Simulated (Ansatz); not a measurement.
GaN:
```cif
data_Ga4N4
_chemical_formula_sum 'Ga4 N4'
_space_group_name_H-M_alt 'P 1'
_space_group_IT_number 1
_cell_length_a 5.46851
_cell_length_b 5.46851
_cell_length_c 3.18265
_cell_angle_alpha 90.000
_cell_angle_beta 90.000
_cell_angle_gamma 90.000
loop_
_space_group_symop_operation_xyz
  'x, y, z'
loop_
_atom_site_label
_atom_site_type_symbol
_atom_site_fract_x
_atom_site_fract_y
_atom_site_fract_z
_atom_site_occupancy
Ga1 Ga 0.32085 0.67915 0.00000 1
Ga2 Ga 0.67915 0.32085 0.00000 1
Ga3 Ga 0.82085 0.82085 0.50000 1
Ga4 Ga 0.17915 0.17915 0.50000 1
N1 N 0.31717 0.31717 0.00000 1
N2 N 0.68283 0.68283 0.00000 1
N3 N 0.18283 0.81717 0.50000 1
N4 N 0.81717 0.18283 0.50000 1
```

Relaxed with r²SCAN. r²SCAN (plane waves, PAW; program Ansatz) gives a gap of 2.34 eV.

**Question.** What gap does HSE06 give on the same cell (Ansatz, PAW)?

**Answer.** 3.19 eV, 0.85 eV more. The hybrid was solved on a coarser mesh and at special points; the gap given is the minimum over both.

| k | v1 r²SCAN | c1 r²SCAN | v1 HSE06 | c1 HSE06 |
|---|---|---|---|---|
| Γ | -0.01 | 2.34 | -0.01 | 3.19 |
| Z | -1.97 | 6.23 | [?] | [?] |
| M | -1.16 | 5.20 | -1.23 | 6.07 |
| A | -1.48 | 4.95 | [?] | [?] |
| R | -1.10 | 5.93 | [?] | [?] |
| X | -0.60 | 4.68 | [?] | [?] |

**Question.** Top valence (v1) and lowest conduction level (c1) in eV from each method's valence maximum (which need not be a listed point): supply the withheld HSE06 values.

**Answer.** 
- R, v1 HSE06: -1.16
- R, c1 HSE06: 6.73
- Z, v1 HSE06: -2.09
- Z, c1 HSE06: 7.06
- X, v1 HSE06: -0.64
- X, c1 HSE06: 5.57
- A, v1 HSE06: -1.55
- A, c1 HSE06: 5.73

Cost on shared cores: the r²SCAN run (SCF on a 5×5×9 mesh, then bands and DOS) roughly 2.9 core-minutes, the HSE06 run (SCF on 3×3×5, then a few points) roughly 5 core-minutes; the tasks are unlike.

Space group P4_2/mnm. The start of the workflow was typed in or built on a structure type; neither database checked (COD, Materials Project) lists it. It is not the phase usual at ambient conditions (space group No. 186, 216). The r²SCAN relaxation kept the symmetry of its start; whether a distortion lowers the energy is not shown. Scalar-relativistic: spin–orbit coupling is off unless named, which matters more the heavier the elements.

Potentials: the earlier of the program's two PAW sets.
